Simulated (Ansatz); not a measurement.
**Structure optimisation: ytterbium, beta-Sn type**

These are results of Ansatz, DFT, PBEsol, plane waves (420 eV) with PAW, scalar-relativistic, not measurements. The PAW files were generated under PBE, with cores re-solved for the functional.

k-point mesh 10×10×7, Fermi-Dirac smearing 0.1 eV, no spin polarisation. Cell and atoms relax.

Starting structure:

```yaml
crystal:
  lattice:
    - [-3.4112000727, 3.4112000727, 1.8625152397]
    - [3.4112000727, -3.4112000727, 1.8625152397]
    - [3.4112000727, 3.4112000727, -1.8625152397]
  atoms:
    - { symbol: Yb, position: [0.0, 0.0, 0.0] }
    - { symbol: Yb, position: [0.75, 0.25, 0.5] }
hamiltonian:
  xc: pbesol
  pseudopotentials:
    kind: paw
    azcp:
      Yb: "pseudopotentials/Yb.paw.azcp"
basis:
  ecutwfc: 420
  fft_grid_basis: typed
kpoints:
  mp_grid: { grid: [10, 10, 7], shift: [0, 0, 0] }
magnetization:
  spin_polarized: false
scf:
  occupations: { method: fermi_dirac, width: 0.1 }
relax:
  max_steps: 60
  f_tol: 0.01
  cell: {}
```

What cell does the relaxation end in?

P6_3/mmc with a = 3.567 Å, c = 5.860 Å (c/a = 1.643); 32.30 Å³ per atom against 43.35 at the start (-25.5 %).

The cell has left the beta-Sn structure type; it ends in P6_3/mmc.

How much energy does the relaxation gain?

448.2 meV per atom.

The k-point mesh keeps fewer symmetry operations than the starting structure has, so the cell can leave it.
